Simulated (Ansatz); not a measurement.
LiNbO3 in space group R3c (No. 161; Li on 6a, Nb on 6a, O on 18b) is relaxed with plane-wave PAW PBE (Ansatz code). What lattice parameters of the conventional cell result?

a = 5.190 Å, c = 14.017 Å.

Give the free coordinates with the occupied sites.

In one choice of origin and axes:

```json
[
 {"atom": "Li", "site": "6a", "symmetry": "3.", "x": "0.0000", "y": "0.0000", "z": "0.2807"},
 {"atom": "Nb", "site": "6a", "symmetry": "3.", "x": "0.0000", "y": "0.0000", "z": "0.4996"},
 {"atom": "O", "site": "18b", "symmetry": "1", "x": "0.0472", "y": "0.3421", "z": "0.0623"}
]
```

Is it a metal or does it have a gap at this level?

A gap of 3.54 eV, indirect.

Symmetry was held in the PBE relaxation. No spin polarisation was allowed. Scalar-relativistic: spin–orbit coupling is off unless named, which matters more the heavier the elements.

Potentials: the earlier of the program's two PAW sets.
